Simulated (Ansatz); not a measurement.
# Guessed and relaxed cells of Pr2SbSe2

The cell of Pr2SbSe2 is invented: random cell by space group and Wyckoff sites (P4/mmm, No. 123). The dimensions are guesses.

start:

Space group P4/mmm (No. 123). a = 4.952 Å, b = 4.952 Å, c = 7.047 Å, α = 90.00°, β = 90.00°, γ = 90.00°
| atom | site | symmetry | x | y | z |
| --- | --- | --- | --- | --- | --- |
| Pr | 2h | 4mm | 0.5000 | 0.5000 | 0.7617 |
| Sb | 1a | 4/mmm | 0.0000 | 0.0000 | 0.0000 |
| Se | 2g | 4mm | 0.0000 | 0.0000 | 0.2800 |

Level of theory: DFT PBE, scalar-relativistic, plane waves, PAW, and for the lanthanide a 4f-in-core norm-conserving potential, in Ansatz 0.2.0. Cutoff 660 eV, Gaussian smearing, Γ-centred meshes. Cell and atoms relax first on a coarse mesh and then on a finer one. In between, the cell is made exact in the group found at 0.06 Å. In metals the finer mesh still leaves noise of several meV/atom or more. The steps can't lower the symmetry of their start. No spin polarisation.

end:

Space group P4/mmm (No. 123). a = 3.773 Å, b = 3.773 Å, c = 12.387 Å, α = 90.00°, β = 90.00°, γ = 90.00°
```json
{"atom": "Pr", "site": "2h", "symmetry": "4mm", "x": "0.5000", "y": "0.5000", "z": "0.8005"}
{"atom": "Sb", "site": "1a", "symmetry": "4/mmm", "x": "0.0000", "y": "0.0000", "z": "0.0000"}
{"atom": "Se", "site": "2g", "symmetry": "4mm", "x": "0.0000", "y": "0.0000", "z": "0.3041"}
```

The symmetry stays P4/mmm (No. 123). The volume per atom grows by 2.1 %, from 34.6 to 35.3 Å³. The shortest distance goes from 1.97 Å (Sb–Se) to 2.97 Å (Pr–Se). The ratio c/a of the conventional cell changes by a factor of 2.31. The energy falls by about 2.8 eV/atom (the start's value is from the coarse mesh).

```
Volume per atom                            : 35.3 Å³
Density                                    : 5.3 g/cm³
Energy over the elements                   : −1.30 eV/atom
Gap on the 10×10×4 mesh of the 5-atom cell : 0 eV (a metal)
```

Energies over the elements count from the elements' standard structures at the same level, with no fitted energy shifts.

The last run used Gaussian smearing of 0.10 eV. No dispersion correction is applied, so the spacing and binding between layers, chains or molecules are poorly described. Spin–orbit coupling, which can matter for Sb, is left out. An odd number of valence electrons (the lanthanide is held trivalent, its 4f shell in the core) allows no gap without spin; another valence of the lanthanide, a larger cell or a magnetic state could open one. The reference form of Se is held partly by dispersion forces, which this level lacks. A structure relaxed within its symmetry needn't be a true minimum. In all, the 4 runs took 21 min on 1 thread of Arm Neoverse V2 (shared host). Another cell of Pr2SbSe2 relaxed alike, in P-3m1, lies 65 meV/atom lower, so this cell isn't the stable form at this level.

The lanthanide is trivalent by construction, without f bands, f moments or other valences. The reference runs of the other elements, and any phases without the lanthanide, used 420 eV, which shifts energies against them by under 10 meV/atom. The lanthanide's reference is the lowest of its hcp, dhcp and fcc cells.
